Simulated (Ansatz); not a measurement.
Input:

LaGaO₃:
```cif
data_Ga6La6O18
_chemical_formula_sum 'La6 Ga6 O18'
_space_group_name_H-M_alt 'R-3c :H'
_space_group_IT_number 167
_space_group_name_Hall '-R 3 2"c'
_cell_length_a 5.52264
_cell_length_b 5.52264
_cell_length_c 13.27378
_cell_angle_alpha 90.000
_cell_angle_beta 90.000
_cell_angle_gamma 120.000
loop_
_atom_site_label
_atom_site_type_symbol
_atom_site_symmetry_multiplicity
_atom_site_Wyckoff_symbol
_atom_site_fract_x
_atom_site_fract_y
_atom_site_fract_z
_atom_site_occupancy
La1 La 6 a 0.00000 0.00000 0.25000 1
Ga1 Ga 6 b 0.00000 0.00000 0.00000 1
O1 O 18 e 0.43459 0.43459 0.25000 1
```
(The calculation used a cell of 10 atoms; values per cell refer to that cell.)

This is the PBEsol-relaxed structure.

**Question.** All from the program Ansatz at the PBEsol level (PAW), unless another level is named. Predict the bulk modulus (Birch–Murnaghan fit).

**Answer.** 181 GPa.

**Question.** And the highest zone-centre frequency (without LO–TO term)?

**Answer.** 699 cm⁻¹.

The first step of the workflow began from a Materials Project structure, measured or hypothetical; the Crystallography Open Database files this formula in space group No. 167, but the cells were not matched. Its standing as an ambient phase is unchecked. The cell was relaxed with PBEsol under the symmetry of its start; phonons show weakly imaginary modes. Scalar-relativistic: spin–orbit coupling is off unless named, which matters more the heavier the elements.

Potentials: the later of the program's two PAW sets.
